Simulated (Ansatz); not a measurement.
The calculation used Ansatz, DFT PBE, scalar-relativistic, plane waves, PAW. All cells share a 420 eV cutoff and Γ-centred k meshes spaced at most about 0.3 Å⁻¹ (2π included). No spin polarisation in the final relaxations.

These are static total energies at zero pressure. All come from trial cells, and lower structures may exist.

Question: Which of these relaxed structures of BeSeO₄ is the lowest in energy?
A.

```cif
data_structure
_symmetry_space_group_name_H-M 'P1'
_symmetry_Int_Tables_number 1
_cell_length_a 4.8514
_cell_length_b 4.8533
_cell_length_c 8.1266
_cell_angle_alpha 91.642
_cell_angle_beta 91.368
_cell_angle_gamma 118.948
_cell_volume 167.21
loop_
_atom_site_label
_atom_site_type_symbol
_atom_site_symmetry_multiplicity
_atom_site_Wyckoff_symbol
_atom_site_fract_x
_atom_site_fract_y
_atom_site_fract_z
_atom_site_occupancy
Be1 Be 1 a 0.62918 0.29473 0.07762 1
Be2 Be 1 a 0.37175 0.71169 0.57882 1
Se1 Se 1 a 0.70422 0.37267 0.45317 1
Se2 Se 1 a 0.29172 0.62418 0.95037 1
O1 O 1 a 0.74232 0.25993 0.26420 1
O2 O 1 a 0.31966 0.97159 0.00181 1
O3 O 1 a 0.52350 0.56671 0.08291 1
O4 O 1 a 0.91488 0.35263 0.95449 1
O5 O 1 a 0.03545 0.68830 0.52307 1
O6 O 1 a 0.42204 0.47336 0.44980 1
O7 O 1 a 0.63844 0.08529 0.57875 1
O8 O 1 a 0.40685 0.59893 0.76275 1
```

B.

```cif
data_structure
_symmetry_space_group_name_H-M 'P6_3mc'
_symmetry_Int_Tables_number 186
_cell_length_a 5.3187
_cell_length_b 5.3187
_cell_length_c 8.6802
_cell_angle_alpha 90.000
_cell_angle_beta 90.000
_cell_angle_gamma 120.000
_cell_volume 212.65
loop_
_atom_site_label
_atom_site_type_symbol
_atom_site_symmetry_multiplicity
_atom_site_Wyckoff_symbol
_atom_site_fract_x
_atom_site_fract_y
_atom_site_fract_z
_atom_site_occupancy
Be1 Be 2 b 0.66667 0.33333 0.07751 1
Se1 Se 2 b 0.66667 0.33333 0.45245 1
O1 O 2 b 0.66667 0.33333 0.26429 1
O2 O 6 c 0.50057 0.00114 0.01488 1
```

Answer: A. It has space group P1 (No. 1); the next, B, with space group P6_3mc (No. 186), lies 115 meV/atom higher. Counting O atoms around Be and Se (those within 1.25 times the shortest such distance or 1.15 times the sum of covalent radii, 1.27 where that leaves under three), the lowest and the next both have Be 4, Se 4.

Cells relaxed within their symmetry can be saddle points. The P1 cell of BeSeO4 came from shaking the P6_3mc one. Some structure types and database cells were kept out of the candidates from the start, so a known form may be missing.
